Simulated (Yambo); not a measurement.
# Convergence of the G0W0 gap of K$_{2}$Pt

G0W0@PBEsol for K2Pt (space group Fm-3m, No. 225) in Yambo. Reference settings: 2×2×2 Γ-centred k mesh, bands 9 to 310 and a 7 Ry block in the screening, 310 bands in G with the Bruneval-Gonze terminator, plasmon pole fitted at 27.2 eV. The PBEsol gap X → L on this mesh is 0.97 eV; G0W0 gaps are taken between the same points.

```
change from the reference       G0W0 gap X → L (eV)  shift of the valence edge (eV)        rough Yambo cost
------------------------------  -------------------  ------------------------------  ----------------------
reference settings                             1.77                           -0.63                       1
114 bands in W, 114 bands in G                 1.71                           -0.34               about 1/3
200 bands in W, 200 bands in G                 1.75                           -0.54  within a factor of two
114 bands in G                                 1.74                           -0.56                       –
200 bands in G                                 1.76                           -0.61                       –
142 bands in W                                 1.74                           -0.47               about 1/2
3 Ry block                                     1.65                           -0.54  within a factor of two
1 Ry block                                     1.63                           -0.52  within a factor of two
pole fitted at 55 eV                           1.82                           -0.76                       –
no random integration                          1.67                           -0.35                       –
114 bands in G, no terminator                  1.35                            0.07                       –
200 bands in G, no terminator                  1.55                           -0.30                       –
no terminator                                  1.68                           -0.48                       –
```

The reference isn't shown to be the converged limit. Costs are rough (shared machines), scaled to the same edge states, and given only for runs that recompute the screening.

Spin-orbit coupling is included.

Geometry relaxed with PBEsol; primitive cell a = b = c = 5.284 Å, α = β = γ = 60.00°.

The structure is a Materials Project entry; no match was found in the copy of COD used, and its stability was not checked.

A shift is the quasiparticle energy of the state minus its PBEsol energy.
